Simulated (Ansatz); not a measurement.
# How YCu$_{5}$ stores the work of compression

Theory: DFT PBEsol, scalar-relativistic, plane waves, PAW (Ansatz 0.2.0). (420 eV cutoff, 12×12×10 k-mesh, Gaussian smearing of 0.10 eV, no spin polarisation)

The relaxed crystal:

```yaml
crystal:
  lattice:
    - [4.95647, 0.00000, 0.00000]
    - [-2.47824, 4.29243, 0.00000]
    - [0.00000, 0.00000, 4.02407]
  atoms:
    - { symbol: Y, position: [0.00000, 0.00000, 0.00000] }
    - { symbol: Cu, position: [0.50000, 0.00000, 0.50000] }
    - { symbol: Cu, position: [0.50000, 0.50000, 0.50000] }
    - { symbol: Cu, position: [0.00000, 0.50000, 0.50000] }
    - { symbol: Cu, position: [0.33333, 0.66667, 0.00000] }
    - { symbol: Cu, position: [0.66667, 0.33333, 0.00000] }
```

Cell and atoms were relaxed at each target pressure within the start's symmetry (P6/mmm), at zero temperature; other phases can be more stable under pressure. H = E + PV with P the target; E is the free energy at the smearing used, whose derivative the pressure is, per atom and counted from zero pressure.

```
P (GPa) V (Å³/atom) E − E0 (meV) H − H0 (meV)
      0       14.269           0.0           0.0
      3       13.955           2.9         264.2
      8       13.501          18.2         692.4
     15       12.978          55.3        1270.4
     30       12.132         171.9        2443.6
     60       11.014         477.7        4602.3
```

Task: Thermodynamics gives dH/dP = V along a relaxed path. Integrate V over P by the trapezoid rule and compare with the computed enthalpies.

Result: With 1 eV/Å³ = 160.22 GPa, each step adds the mean volume times ΔP / 160.22:
```tsv
P (GPa)	∫V dP (meV)	H − H0 (meV)	difference (meV)
3	264.2	264.2	0.0
8	692.7	692.4	0.3
15	1271.1	1270.4	0.7
30	2446.6	2443.6	3.0
60	4613.5	4602.3	11.3
```

V(P) curves upward, so the trapezoid rule runs high; integrating a smooth curve through the same points (P as a polynomial of degree 4 in ln V) puts that excess at about 11.2 meV at 60 GPa, against the 11.3 meV found.

Task: At 60 GPa, how much of the enthalpy change is stored energy and how much is the PV term?

Result: E rises by 478 meV/atom and PV is 60 × 11.014 / 160.22 = 4125 meV/atom, so PV makes 90 % of ΔH. So between rival structures at high pressure a small difference in volume can outweigh the difference in energy: 1 % of this volume is worth 41.2 meV/atom at this pressure.

Task: What bulk modulus do the lowest pressures give, and how is the compression shared among the axes?

Result: From the pressures that the runs reached, -2.98 GPa (14.631 Å³) and 3.00 GPa (13.955 Å³), B = −ΔP/Δln V = 5.98 / 0.0473 = 126 GPa, a mean over that range. The linear compressibilities −Δln(length)/ΔP are 2.81 along a, 2.81 along b, 2.30 along c (in TPa⁻¹). With fixed angles they add up to 1/B: 7.91 against 7.91. Softest: a and b, at 35 % of the volume change per axis.